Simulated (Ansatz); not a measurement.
Tc:
```cif
data_Tc2
_chemical_formula_sum 'Tc2'
_space_group_name_H-M_alt 'P63/mmc'
_space_group_IT_number 194
_space_group_name_Hall '-P 6c 2c'
_cell_length_a 2.73656
_cell_length_b 2.73656
_cell_length_c 4.38074
_cell_angle_alpha 90.000
_cell_angle_beta 90.000
_cell_angle_gamma 120.000
loop_
_atom_site_label
_atom_site_type_symbol
_atom_site_symmetry_multiplicity
_atom_site_Wyckoff_symbol
_atom_site_fract_x
_atom_site_fract_y
_atom_site_fract_z
_atom_site_occupancy
Tc1 Tc 2 d 0.66667 0.33333 0.25000 1
```

Relaxed with r²SCAN.

Task: Which orbitals make up the states near the Fermi level in r²SCAN (plane waves, PAW; program Ansatz)?

Result: Within 0.5 eV of the Fermi level: Tc 4d 90 %, Tc 5s 6 %. Projections are on Löwdin-orthogonalised atomic valence shells; empty p or d shells of many metals are not among them.

Task: Tabulate the density of states.

Result: States/eV per cell of 2 atoms, in 0.25 eV bins, energy from the Fermi level.

| E (eV) | total | Tc 4d | Tc 5s | Tc 4p |
|---|---|---|---|---|
| -7.80 | 0.00 | 0.00 | 0.00 | 0.00 |
| -7.55 | 0.04 | 0.00 | 0.03 | 0.00 |
| -7.30 | 0.07 | 0.00 | 0.06 | 0.00 |
| -7.05 | 0.10 | 0.00 | 0.08 | 0.00 |
| -6.80 | 0.12 | 0.00 | 0.10 | 0.00 |
| -6.55 | 0.15 | 0.00 | 0.13 | 0.00 |
| -6.30 | 0.18 | 0.01 | 0.15 | 0.00 |
| -6.05 | 0.22 | 0.02 | 0.18 | 0.01 |
| -5.80 | 0.56 | 0.29 | 0.25 | 0.01 |
| -5.55 | 1.58 | 1.12 | 0.42 | 0.01 |
| -5.30 | 2.42 | 1.79 | 0.58 | 0.02 |
| -5.05 | 2.71 | 2.17 | 0.49 | 0.02 |
| -4.80 | 3.01 | 2.49 | 0.47 | 0.03 |
| -4.55 | 2.29 | 1.92 | 0.33 | 0.02 |
| -4.30 | 2.02 | 1.72 | 0.26 | 0.02 |
| -4.05 | 1.60 | 1.40 | 0.17 | 0.02 |
| -3.80 | 2.99 | 2.64 | 0.28 | 0.03 |
| -3.55 | 2.13 | 1.93 | 0.15 | 0.02 |
| -3.30 | 2.26 | 2.09 | 0.11 | 0.02 |
| -3.05 | 2.57 | 2.35 | 0.14 | 0.02 |
| -2.80 | 2.34 | 2.10 | 0.17 | 0.02 |
| -2.55 | 1.07 | 0.96 | 0.08 | 0.01 |
| -2.30 | 1.50 | 1.38 | 0.07 | 0.01 |
| -2.05 | 3.25 | 3.02 | 0.15 | 0.02 |
| -1.80 | 2.91 | 2.68 | 0.15 | 0.02 |
| -1.55 | 2.46 | 2.27 | 0.13 | 0.02 |
| -1.30 | 2.80 | 2.58 | 0.14 | 0.02 |
| -1.05 | 2.98 | 2.75 | 0.14 | 0.02 |
| -0.80 | 2.78 | 2.53 | 0.15 | 0.02 |
| -0.55 | 3.08 | 2.77 | 0.18 | 0.02 |
| -0.30 | 2.49 | 2.25 | 0.14 | 0.01 |
| -0.05 | 1.88 | 1.68 | 0.11 | 0.01 |
| 0.20 | 1.71 | 1.52 | 0.10 | 0.01 |
| 0.45 | 1.61 | 1.44 | 0.09 | 0.01 |
| 0.70 | 1.52 | 1.38 | 0.07 | 0.00 |
| 0.95 | 1.47 | 1.34 | 0.06 | 0.00 |
| 1.20 | 1.39 | 1.28 | 0.05 | 0.00 |
| 1.45 | 1.36 | 1.26 | 0.04 | 0.00 |
| 1.70 | 1.40 | 1.31 | 0.04 | 0.00 |
| 1.95 | 1.58 | 1.49 | 0.04 | 0.00 |
| 2.20 | 1.95 | 1.86 | 0.05 | 0.00 |
| 2.45 | 2.23 | 2.13 | 0.06 | 0.00 |
| 2.70 | 2.64 | 2.54 | 0.08 | 0.00 |
| 2.95 | 3.31 | 3.18 | 0.09 | 0.00 |
| 3.20 | 3.47 | 3.33 | 0.10 | 0.00 |
| 3.45 | 2.20 | 2.06 | 0.11 | 0.00 |
| 3.70 | 0.59 | 0.42 | 0.13 | 0.00 |
| 3.95 | 0.53 | 0.34 | 0.14 | 0.00 |
| 4.20 | 0.52 | 0.30 | 0.15 | 0.00 |
| 4.45 | 0.51 | 0.28 | 0.16 | 0.00 |
| 4.70 | 0.52 | 0.26 | 0.17 | 0.00 |

Space group P6_3/mmc (hcp (Mg type)). The cell was relaxed with r²SCAN under the symmetry of its start. No spin polarisation was allowed. Scalar-relativistic: spin–orbit coupling is off unless named, which matters more the heavier the elements.

Potentials: the earlier of the program's two PAW sets.
